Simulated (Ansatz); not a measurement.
Nb$_{2}$AlB$_{2}$ (Cmmm), relaxed with r²SCAN (Ansatz, a quantum-chemistry and plane-wave program, plane waves, PAW): a = 3.1454 Å, b = 11.6208 Å, c = 3.3104 Å, α = 90.00°, β = 90.00°, γ = 90.00°.

ΔH_f (eV/atom): -0.59
B₀ by P(V) fit (GPa): 199

Problem. The same phase is relaxed and computed with PBEsol in the same code. What are the cell and these values now?

Solution. a = 3.1344 Å, b = 11.5852 Å, c = 3.2858 Å, α = 90.00°, β = 90.00°, γ = 90.00°.

- ΔH_f (eV/atom): -0.59
- B₀ by P(V) fit (GPa): 202

Typed or built starts, not in the databases checked: Nb2AlB2, Cmmm (Al on 2a, Nb on 4j, B on 4i). All cells were relaxed under the symmetry of their starts (and spin orders); stability against distortions was not tested throughout. Rows with no word on spin ran without spin polarisation. Scalar-relativistic: spin–orbit coupling is off unless named, which matters more the heavier the elements.

Potentials: the later of the program's two PAW sets.

Ansatz is a plane-wave DFT program.

Formation energies count from the lowest solids of the elements computed at the same level, not from gases.
